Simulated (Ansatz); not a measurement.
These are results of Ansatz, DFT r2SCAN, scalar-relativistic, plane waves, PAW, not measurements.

Structure of ZrPbO$_{3}$:

```yaml
crystal:
  lattice:
    - [5.85346, 0.00000, 0.00000]
    - [0.00000, 8.25592, 0.00000]
    - [0.00000, 0.00000, 5.84504]
  atoms:
    - { symbol: Zr, position: [0.00000, 0.00000, 0.00000] }
    - { symbol: Zr, position: [0.00000, 0.50000, 0.00000] }
    - { symbol: Zr, position: [0.50000, 0.00000, 0.50000] }
    - { symbol: Zr, position: [0.50000, 0.50000, 0.50000] }
    - { symbol: Pb, position: [0.51340, 0.25000, 0.00741] }
    - { symbol: Pb, position: [0.01340, 0.25000, 0.49259] }
    - { symbol: Pb, position: [0.98660, 0.75000, 0.50741] }
    - { symbol: Pb, position: [0.48660, 0.75000, 0.99259] }
    - { symbol: O, position: [0.00840, 0.75000, 0.07044] }
    - { symbol: O, position: [0.28246, 0.03781, 0.21715] }
    - { symbol: O, position: [0.28246, 0.46219, 0.21715] }
    - { symbol: O, position: [0.78246, 0.03781, 0.28285] }
    - { symbol: O, position: [0.78246, 0.46219, 0.28285] }
    - { symbol: O, position: [0.50840, 0.75000, 0.42956] }
    - { symbol: O, position: [0.49160, 0.25000, 0.57044] }
    - { symbol: O, position: [0.21754, 0.53781, 0.71715] }
    - { symbol: O, position: [0.21754, 0.96219, 0.71715] }
    - { symbol: O, position: [0.71754, 0.53781, 0.78285] }
    - { symbol: O, position: [0.71754, 0.96219, 0.78285] }
    - { symbol: O, position: [0.99160, 0.25000, 0.92956] }
```

Cutoff 500 eV; k points 4×4×4 on the computed 20-atom cell (Γ-centred); Gaussian smearing, width 0.02 eV; no spin polarisation.

Levels along Γ–X–S–Y–Γ–Z–U–R–T–Z | X–U | Y–T | S–R, in eV from a zero inside the gap, sorted by energy at each point. Points in fractions of the primitive reciprocal vectors: Γ (0.000 0.000 0.000), X (0.500 0.000 0.000), S (0.500 0.500 0.000), Y (0.000 0.500 0.000), Z (0.000 0.000 0.500), U (0.500 0.000 0.500), R (0.500 0.500 0.500), T (0.000 0.500 0.500).
```csv
point,"k (1/Å, with 2π)",band 85,band 86,band 87,band 88,band 89,band 90,band 91
Γ,0.000,-2.37,-2.23,-2.21,-1.57,1.56,2.12,2.12
-,0.107,-2.34,-2.22,-2.21,-1.58,1.64,2.20,2.21
-,0.215,-2.26,-2.23,-2.19,-1.60,1.82,2.33,2.38
-,0.322,-2.29,-2.25,-2.04,-1.62,2.07,2.52,2.53
-,0.429,-2.32,-2.28,-1.87,-1.67,2.37,2.68,2.71
X,0.537,-2.31,-2.31,-1.75,-1.75,2.70,2.70,2.71
-,0.613,-2.31,-2.31,-1.77,-1.77,2.52,2.52,2.68
-,0.689,-2.31,-2.31,-1.83,-1.83,2.35,2.35,2.51
-,0.765,-2.30,-2.30,-1.94,-1.94,2.21,2.21,2.34
-,0.841,-2.27,-2.27,-2.06,-2.06,2.14,2.14,2.21
S,0.917,-2.19,-2.19,-2.19,-2.19,2.14,2.14,2.14
-,1.025,-2.24,-2.24,-2.14,-2.14,2.23,2.23,2.24
-,1.132,-2.31,-2.31,-2.08,-2.08,2.42,2.42,2.51
-,1.239,-2.39,-2.39,-2.04,-2.04,2.40,2.40,2.83
-,1.347,-2.46,-2.46,-2.03,-2.03,2.21,2.21,2.87
Y,1.454,-2.48,-2.48,-2.04,-2.04,2.12,2.12,2.90
-,1.530,-2.47,-2.44,-2.09,-1.96,2.12,2.12,2.57
-,1.606,-2.43,-2.35,-2.11,-1.85,2.11,2.12,2.20
-,1.682,-2.41,-2.29,-2.14,-1.72,1.86,2.12,2.13
-,1.758,-2.38,-2.24,-2.18,-1.61,1.64,2.12,2.13
Γ,1.835,-2.37,-2.23,-2.21,-1.57,1.56,2.12,2.12
-,1.942,-2.33,-2.23,-2.14,-1.64,1.64,2.17,2.19
-,2.050,-2.34,-2.24,-2.06,-1.82,1.87,2.31,2.32
-,2.157,-2.41,-2.26,-2.05,-2.01,2.17,2.51,2.52
-,2.264,-2.52,-2.36,-2.06,-1.99,2.50,2.73,2.74
Z,2.372,-2.48,-2.48,-2.00,-2.00,2.81,2.81,2.87
-,2.479,-2.47,-2.47,-1.98,-1.98,2.73,2.73,2.79
-,2.587,-2.47,-2.47,-1.89,-1.89,2.53,2.53,2.54
-,2.694,-2.49,-2.49,-1.76,-1.76,2.21,2.21,2.33
-,2.801,-2.52,-2.52,-1.62,-1.62,1.93,1.93,2.21
U,2.909,-2.54,-2.54,-1.56,-1.56,1.82,1.82,2.16
-,2.985,-2.52,-2.52,-1.58,-1.58,1.86,1.86,2.19
-,3.061,-2.46,-2.46,-1.66,-1.66,1.97,1.97,2.28
-,3.137,-2.38,-2.38,-1.78,-1.78,2.12,2.12,2.40
-,3.213,-2.26,-2.26,-1.94,-1.94,2.29,2.29,2.48
R,3.289,-2.10,-2.10,-2.10,-2.10,2.44,2.44,2.44
-,3.397,-2.16,-2.16,-2.12,-2.12,2.36,2.36,2.55
-,3.504,-2.25,-2.25,-2.19,-2.19,2.30,2.30,2.57
-,3.611,-2.32,-2.32,-2.31,-2.31,2.25,2.25,2.45
-,3.719,-2.41,-2.41,-2.37,-2.37,2.19,2.19,2.31
T,3.826,-2.44,-2.44,-2.39,-2.39,2.17,2.17,2.26
-,3.902,-2.49,-2.49,-2.31,-2.31,2.21,2.21,2.29
-,3.978,-2.49,-2.49,-2.19,-2.19,2.33,2.33,2.39
-,4.054,-2.48,-2.48,-2.09,-2.09,2.51,2.51,2.54
-,4.130,-2.48,-2.48,-2.03,-2.03,2.69,2.69,2.75
Z,4.206,-2.48,-2.48,-2.00,-2.00,2.81,2.81,2.87
X,4.206,-2.31,-2.31,-1.75,-1.75,2.70,2.70,2.71
-,4.314,-2.30,-2.30,-1.75,-1.75,2.59,2.59,2.63
-,4.421,-2.35,-2.35,-1.73,-1.73,2.43,2.43,2.45
-,4.529,-2.48,-2.48,-1.67,-1.67,2.17,2.17,2.29
-,4.636,-2.55,-2.55,-1.59,-1.59,1.92,1.92,2.19
U,4.744,-2.54,-2.54,-1.56,-1.56,1.82,1.82,2.16
Y,4.744,-2.48,-2.48,-2.04,-2.04,2.12,2.12,2.90
-,4.851,-2.41,-2.41,-2.00,-2.00,2.18,2.18,2.91
-,4.959,-2.38,-2.38,-1.98,-1.98,2.31,2.31,2.81
-,5.066,-2.39,-2.39,-2.06,-2.06,2.35,2.35,2.57
-,5.174,-2.43,-2.43,-2.24,-2.24,2.24,2.24,2.34
T,5.281,-2.44,-2.44,-2.39,-2.39,2.17,2.17,2.26
S,5.281,-2.19,-2.19,-2.19,-2.19,2.14,2.14,2.14
-,5.389,-2.15,-2.15,-2.15,-2.15,2.16,2.16,2.16
-,5.496,-2.10,-2.10,-2.10,-2.10,2.23,2.23,2.23
-,5.604,-2.09,-2.09,-2.09,-2.09,2.32,2.32,2.32
-,5.711,-2.10,-2.10,-2.10,-2.10,2.41,2.41,2.41
R,5.819,-2.10,-2.10,-2.10,-2.10,2.44,2.44,2.44
```

Spin-orbit coupling is left out, which matters for the bands of heavy elements.

Cost: 1 run of about 8.5 core-minutes, on Oxide Virtual Turin-like Processor (Zen 5) (shared hosts).